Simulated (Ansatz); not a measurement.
Cs₃Sb:
Space group Fm-3m (No. 225); a = b = c = 9.2194 Å, α = β = γ = 90.00°

```csv
atom,site,symmetry,x,y,z
Cs,8c,-43m,0.2500,0.2500,0.2500
Cs,4b,m-3m,0.5000,0.5000,0.5000
Sb,4a,m-3m,0.0000,0.0000,0.0000
```
(The calculation used a cell of 4 atoms; values per cell refer to that cell.)

Relaxed with r²SCAN. Plane-wave PAW r²SCAN (Ansatz code) gives a gap of 1.28 eV.

Q: What gap does HSE06 give on the same cell (Ansatz, PAW)?

A: 1.31 eV, 0.03 eV more. The hybrid was solved on a coarser mesh and at special points; its gap is the smallest among all of these.

```
k  v1 r²SCAN  c1 r²SCAN  v1 HSE06  c1 HSE06
-  ---------  ---------  --------  --------
Γ      -0.40       1.28     -0.41      1.31
X       0.00       1.51       ___       ___
L      -0.46       2.71       ___       ___
W      -0.18       2.06       ___       ___
K      -0.20       1.99       ___       ___
```

Q: Top valence (v1) and lowest conduction level (c1) in eV from each method's valence maximum (which need not be a listed point): supply the withheld HSE06 values.

A: 
- W, v1 HSE06: -0.19
- W, c1 HSE06: 2.26
- X, v1 HSE06: 0.00
- X, c1 HSE06: 1.75
- K, v1 HSE06: -0.21
- K, c1 HSE06: 2.21
- L, v1 HSE06: -0.47
- L, c1 HSE06: 3.03

Cost on shared cores: the r²SCAN run (SCF on a 5×5×5 mesh, then bands and DOS) about 80 core-seconds (a rough figure), the HSE06 run (SCF on 4×4×4, then a few points) very roughly 8 core-minutes; the tasks are unlike.

The first step of the workflow began from a Materials Project structure, measured or hypothetical; the Crystallography Open Database copy checked does not list it. Whether it is the stable phase at ambient conditions was not checked. Symmetry was held in the r²SCAN relaxation; whether a distortion lowers the energy is not shown. Scalar-relativistic: spin–orbit coupling is off unless named, which matters more the heavier the elements.

Potentials: the later of the program's two PAW sets.
